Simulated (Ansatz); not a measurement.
**Property card for YHSe**

YHSe:
```
CELL_PARAMETERS angstrom
      3.83893     0.00000     0.00000
     -1.91947     3.32461     0.00000
      0.00000     0.00000     3.91904
ATOMIC_POSITIONS crystal
  Y  0.00000 0.00000 0.00000
  H  0.33333 0.66667 0.00000
  Se 0.66667 0.33333 0.50000
```

Space group P-6m2 (No. 187); conventional cell a = 3.839 Å, b = 3.839 Å, c = 3.919 Å, α = 90.00°, β = 90.00°, γ = 120.00°.

Method: the program Ansatz at the r²SCAN level (PAW). The cell and atoms are relaxed at this level. Other levels are named where they apply.

Cell and energy:

| Property | Result |
|---|---|
| Volume per atom | 16.67 Å³ |
| Density | 5.61 g/cm³ |
| Formation energy from the elements (no fitted shifts) | -162 kJ/mol of atoms |

Electronic structure:

| Item | Result |
|---|---|
| Band gap | 2.07 eV (indirect) |
| Valence-band maximum | at A |
| Conduction-band minimum | at Γ |
| Smallest direct gap on the standard path | 2.35 eV |
| Electron effective mass | 0.21, 0.21, 0.58 mₑ (principal values) |
| Electron effective mass with spin–orbit coupling | 0.21, 0.21, 0.58 mₑ (principal values) |
| Hole effective mass | 0.17, 0.17, 0.99 mₑ (principal values) |
| Hole effective mass with spin–orbit coupling | 0.17, 0.17, 1.00 mₑ (principal values) |
| HSE06 gap on the r²SCAN cell | 2.31 eV |
| Gap with spin–orbit coupling | 2.06 eV |

Mechanics:

| Quantity | Result |
|---|---|
| Bulk modulus (Birch–Murnaghan fit) | 871 kbar |
| Pressure derivative B′ | 4.1 |

Charges:

| Quantity | Value |
|---|---|
| Bader charges | Y +1.92, H -0.64, Se -1.28 e |

The first step of the workflow began from a Materials Project structure, measured or hypothetical; the Crystallography Open Database copy checked does not list it. Whether it is the stable phase at ambient conditions was not checked. Symmetry was held in the r²SCAN relaxation; its stability against distortions is not shown here. The run is not spin-polarised. The references are the lowest solids computed at this level, not always the standard phases (solids in place of the gases). Scalar-relativistic: spin–orbit coupling is off unless named, which matters more the heavier the elements.

Potentials: the later of the program's two PAW sets.
